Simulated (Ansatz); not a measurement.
# CsNbNiO₂F₄: field gradients at two levels of theory

Cell: a computed structure from the Materials Project (it need not be an observed phase), taken as it stands.

```
Cs Nb Ni O F
1.0
     5.21321   -5.29400    0.00000
     5.21321    5.29400    0.00000
    -5.18004    0.00000    5.26092
Cs Nb Ni O F
2 2 2 4 8
Cartesian
  2.6232 -1.3340 2.6305
  5.2132 1.4410 0.0000
  -1.4078 -2.5583 3.9947
  6.6542 -2.5583 1.2663
  1.3314 -5.2882 3.9368
  3.9150 -5.2882 1.3241
  7.7914 -1.2819 0.7031
  -2.5450 -1.2819 4.5578
  5.2132 -2.1957 0.0000
  2.6232 1.9496 2.6305
  5.7436 -1.3753 2.6415
  2.6232 -4.5259 2.6305
  3.1369 1.3115 5.2603
  -0.4972 -1.3753 2.6194
  0.0565 1.2816 2.0639
  5.1899 1.2816 3.1971
  5.2132 4.6042 0.0000
  2.1095 1.3115 0.0007
```

Sites (sets of like atoms) are named by element and the number of their first atom in this list.

First run. Level of theory: DFT, PBE, plane waves and PAW, scalar-relativistic, collinear spin, 420 eV cutoff, Γ-centred 4×4×5 k-points, Fermi–Dirac smearing 0.02 eV (Ansatz 0.2.0). Start moments as typed (μB): 0 0 0 0 2 -2 0 0 0 0 0 0 0 0 0 0 0 0 by atom.

| site | atom | V_zz (10²¹ V/m²) | η | m (μB) |
| --- | --- | --- | --- | --- |
| Cs1 | 1 | 2.27 | 0.03 | 0.00 |
| Cs2 | 2 | 2.05 | 0.34 | 0.00 |
| Nb | 3 | 13.92 | 0.60 | 0.00 |
| Ni | 5 | 5.35 | 0.16 | 1.59 |
| O7 | 7 | -2.82 | 0.80 | -0.04 |
| O9 | 9 | 1.12 | 0.37 | 0.00 |
| O10 | 10 | 1.29 | 0.87 | 0.00 |
| F11 | 11 | 7.45 | 0.49 | 0.03 |
| F12 | 12 | 10.91 | 0.46 | 0.00 |
| F13 | 13 | 8.09 | 0.40 | -0.04 |
| F15 | 15 | 7.96 | 0.33 | -0.04 |
| F17 | 17 | 11.64 | 0.37 | 0.00 |

Second run. The same atoms and settings, except that a Hubbard term is added (U = 5.0 eV on Ni d).

**Question.** What does the second run give?

**Answer.** 

```csv
site,atom,V_zz,η,change of V_zz,m (μB)
Cs1,1,2.34,0.04,+0.07,0.00
Cs2,2,2.04,0.39,-0.01,0.00
Nb,3,13.93,0.58,+0.01,0.00
Ni,5,5.41,0.10,+0.06,1.71
O7,7,-2.54,0.81,+0.28,-0.02
O9,9,1.13,0.36,+0.01,0.00
O10,10,1.32,0.82,+0.03,0.00
F11,11,7.05,0.47,-0.40,0.02
F12,12,9.18,0.48,-1.73,0.00
F13,13,7.60,0.39,-0.49,-0.02
F15,15,7.30,0.35,-0.66,-0.03
F17,17,9.66,0.40,-1.98,0.00
```

The largest change of V_zz is on F17, from 11.64 to 9.66. In per cent, |V_zz| changes by 0 to +3 on Cs, 0 on Nb, +1 on Ni, -10 to +2 on O, -17 to -5 on F (all sites that start above 0.5).

Without spin–orbit coupling (the program notes it for Cs and Nb) the gradients are little affected as a rule: paired runs on crystals with a gap mostly move them by under 2 % at such atoms. With these PAW files V_zz is typically within 2 to 3 % of all-electron values, but misses above 10 % occur on Ni. The magnetic order is the one that the run reached from its start moments, not necessarily the measured one.
For the first run: The largest force is 0.6 eV/Å, so the atoms aren't at the calculated equilibrium and relaxing them would move these values.
For the second run: The largest force is 1.1 eV/Å, so the atoms aren't at the calculated equilibrium and relaxing them would move these values.
